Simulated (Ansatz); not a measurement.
**Relaxing lanthanum (A15)**

All numbers below come from DFT, r2SCAN, plane waves (500 eV) with PAW, scalar-relativistic in Ansatz. (PAW data from PBE, frozen cores regenerated.)

k-point mesh 4×4×4, Fermi-Dirac smearing 0.1 eV, no spin polarisation. Cell and atoms relax.

Starting structure:

```yaml
crystal:
  lattice:
    - [6.6892978819, 0.0, 0.0]
    - [0.0, 6.6892978819, 0.0]
    - [0.0, 0.0, 6.6892978819]
  atoms:
    - { symbol: La, position: [0.0, 0.0, 0.0] }
    - { symbol: La, position: [0.5, 0.5, 0.5] }
    - { symbol: La, position: [0.25, 0.0, 0.5] }
    - { symbol: La, position: [0.75, 0.0, 0.5] }
    - { symbol: La, position: [0.5, 0.25, 0.0] }
    - { symbol: La, position: [0.5, 0.75, 0.0] }
    - { symbol: La, position: [0.0, 0.5, 0.25] }
    - { symbol: La, position: [0.0, 0.5, 0.75] }
hamiltonian:
  xc: r2scan
  pseudopotentials:
    kind: paw
    azcp:
      La: "pseudopotentials/La.paw.azcp"
basis:
  ecutwfc: 500
  fft_grid_basis: typed
kpoints:
  mp_grid: { grid: [4, 4, 4], shift: [0, 0, 0] }
magnetization:
  spin_polarized: false
scf:
  occupations: { method: fermi_dirac, width: 0.1 }
relax:
  max_steps: 60
  f_tol: 0.01
  cell: {}
```

Problem. The pressure at the start is -0.3 GPa. By how much does the volume change?

Solution. From 37.42 to 36.86 Å³ per atom, -1.5 %. The final cell has a = 6.656 Å.

Problem. How much energy does the relaxation gain?

Solution. 0.6 meV per atom.

Path of the relaxation (the plane waves are chosen anew near the end, which can shift the energy a little):

```json
{"step": "0", "E − E(final) (meV/atom)": "0.61", "V (Å³/atom)": "37.416", "P (GPa)": "-0.35", "max force (eV/Å)": "0.000"}
{"step": "1", "E − E(final) (meV/atom)": "-0.01", "V (Å³/atom)": "37.029", "P (GPa)": "-0.11", "max force (eV/Å)": "0.000"}
{"step": "2", "E − E(final) (meV/atom)": "-0.09", "V (Å³/atom)": "36.860", "P (GPa)": "0.00", "max force (eV/Å)": "0.000"}
{"step": "3", "E − E(final) (meV/atom)": "0.00", "V (Å³/atom)": "36.860", "P (GPa)": "0.00", "max force (eV/Å)": "0.000"}
```
